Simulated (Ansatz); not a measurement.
ZrTa:
Space group Cmcm (No. 63); a = 2.9110 Å, b = 11.2974 Å, c = 4.8607 Å, α = 90.00°, β = 90.00°, γ = 90.00°

```
atom  site  symmetry       x       y       z
----  ----  --------  ------  ------  ------
Zr      4c       m2m  0.0000  0.3211  0.2500
Ta      4c       m2m  0.0000  0.0644  0.2500
```
(The calculation used a cell of 4 atoms; values per cell refer to that cell.)

Relaxed at zero pressure with plane-wave PAW PBEsol (Ansatz code).

Task: The volume is lowered by 6 % and shape and atoms relax at that volume. What pressure results, and how do the axes share the change?

Result: 9.6 GPa; a -2.4 %, b -2.2 %, c -1.5 %; the energy rises by 34 meV/atom.

Task: Give the new structure.

Result: 
Space group Cmcm (No. 63); a = 2.8403 Å, b = 11.0462 Å, c = 4.7891 Å, α = β = γ = 90.00°

```tsv
atom	site	symmetry	x	y	z
Zr	4c	m2m	0.0000	0.3205	0.2500
Ta	4c	m2m	0.0000	0.0646	0.2500
```

The phase is kept; no other phase was compared at this pressure.

The start of the workflow was typed in or built on a structure type; neither database checked (COD, Materials Project) lists it. Its standing as an ambient phase is unchecked. The PBEsol relaxation kept the symmetry of its start; whether a distortion lowers the energy is not shown. The run is not spin-polarised. Its formation energy is positive at this level, so the cell may be metastable or incomplete. Axis ratios of metals converge slowly with the k-mesh, so a and c are less sure than the volume. Scalar-relativistic: spin–orbit coupling is off unless named, which matters more the heavier the elements.

Potentials: the earlier of the program's two PAW sets. The files were generated under PBE; for other functionals the program regenerates the frozen cores, and for LDA and PBEsol the local potential too.
